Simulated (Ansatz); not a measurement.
Bi₂S₃:
```cif
data_Bi2S3
_chemical_formula_sum 'Bi2 S3'
_space_group_name_H-M_alt 'P-3m1'
_space_group_IT_number 164
_space_group_name_Hall '-P 3 2"'
_cell_length_a 3.99618
_cell_length_b 3.99618
_cell_length_c 9.55135
_cell_angle_alpha 90.000
_cell_angle_beta 90.000
_cell_angle_gamma 120.000
loop_
_atom_site_label
_atom_site_type_symbol
_atom_site_symmetry_multiplicity
_atom_site_Wyckoff_symbol
_atom_site_fract_x
_atom_site_fract_y
_atom_site_fract_z
_atom_site_occupancy
Bi1 Bi 2 d 0.33333 0.66667 0.19350 1
S1 S 1 a 0.00000 0.00000 0.00000 1
S2 S 2 d 0.66667 0.33333 0.34417 1
```

Relaxed with PBEsol.

Problem. Give the optical modes at the zone centre with their infrared activity from DFPT, DFT-PBEsol in the program Ansatz with PAW potentials.

Solution. Transverse frequencies, without the LO–TO term; a row sums one degenerate level.

```
ω (cm⁻¹)  degeneracy  IR ((D/Å)²/amu)     activity  symmetry
--------  ----------  ---------------  -----------  --------
43                 2             0.00  IR-inactive        Eg
80                 1             0.00  IR-inactive       A1g
119                2            80.71           IR        Eu
201                2             0.00  IR-inactive        Eg
217                2             3.97           IR        Eu
234                1             5.35           IR       A2u
251                1             0.00  IR-inactive       A2u
261                1             0.00  IR-inactive       A1g
```

The cell is a constructed one: a structure type filled with these elements; neither database checked (COD, Materials Project) lists it. COD files the formula under space group No. 62. Whether it is the stable phase at ambient conditions was not checked. The PBEsol relaxation kept the symmetry of its start; its stability against distortions is not shown here. Scalar-relativistic: spin–orbit coupling is off unless named, which matters more the heavier the elements.

Potentials: the earlier of the program's two PAW sets. The files were generated under PBE; for other functionals the program regenerates the frozen cores, and for LDA and PBEsol the local potential too.
